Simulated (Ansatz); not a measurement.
**Structure relaxation, TaN**

The start is a generated cell, TaN placed in the FeSi structure type. A full variable-cell relaxation at zero pressure is run with PBE (plane waves to 420 eV, PAW, scalar-relativistic; Ansatz, an electronic-structure program). The first steps use a coarse 5×5×5 k-mesh.

Starting cell:
```
CELL_PARAMETERS angstrom
      4.34332     0.00000     0.00000
      0.00000     4.34332     0.00000
      0.00000     0.00000     4.34332
ATOMIC_POSITIONS crystal
  Ta 0.13652 0.13652 0.13652
  Ta 0.63652 0.36348 0.86348
  Ta 0.86348 0.63652 0.36348
  Ta 0.36348 0.86348 0.63652
  N  0.84240 0.84240 0.84240
  N  0.34240 0.65760 0.15760
  N  0.15760 0.34240 0.65760
  N  0.65760 0.15760 0.34240
```

Question: What pressure does the first self-consistent step give?

Answer: +30 GPa (positive: the cell is compressed).

Question: Which atoms feel the largest initial force, and how large is it?

Answer: About 1.9 eV/Å, on Ta1, Ta2, Ta3, Ta4 (atoms numbered as listed).

Question: By how much does the energy per atom fall from start to end?

Answer: 0.91 to 0.92 eV/atom (the two k-meshes of the run give this range).

Question: How does the volume change?

Answer: +5.2 %, from 10.24 to 10.77 Å³/atom.

Question: How do the shortest distances between atoms change?

Answer: The closest pairs of elements (up to four, under 3.6 Å), start → end: N–Ta 2.21 → 2.21 Å; Ta–Ta 2.66 → 3.02 Å; N–N 2.69 → 3.02 Å.

Question: Is the relaxed structure metallic? Give its gap.

Answer: No gap (metallic).

Question: Write out the relaxed structure.

Answer: 
```cif
data_N4Ta4
_chemical_formula_sum 'Ta4 N4'
_space_group_name_H-M_alt 'P213'
_space_group_IT_number 198
_space_group_name_Hall 'P 2ac 2ab 3'
_cell_length_a 4.41680
_cell_length_b 4.41680
_cell_length_c 4.41680
_cell_angle_alpha 90.000
_cell_angle_beta 90.000
_cell_angle_gamma 90.000
loop_
_atom_site_label
_atom_site_type_symbol
_atom_site_symmetry_multiplicity
_atom_site_Wyckoff_symbol
_atom_site_fract_x
_atom_site_fract_y
_atom_site_fract_z
_atom_site_occupancy
Ta1 Ta 4 a 0.23247 0.23247 0.23247 1
N1 N 4 a 0.76701 0.76701 0.76701 1
```

The space group stays P2₁3 (No. 198) (the run could not lower it), with 8 atoms in the primitive cell. Final values are on a 11×11×11 k-mesh of the relaxed cell. No spin polarisation in the result.

The run could not lose the symmetry of its start, so the end can be a saddle point.

The relaxed structure here is a generated cell of TaN: the first start was made by placing the elements on the sites of a structure type, and the end was not matched to a known phase here, so it may be hypothetical. Known forms of TaN include space group No. 225.
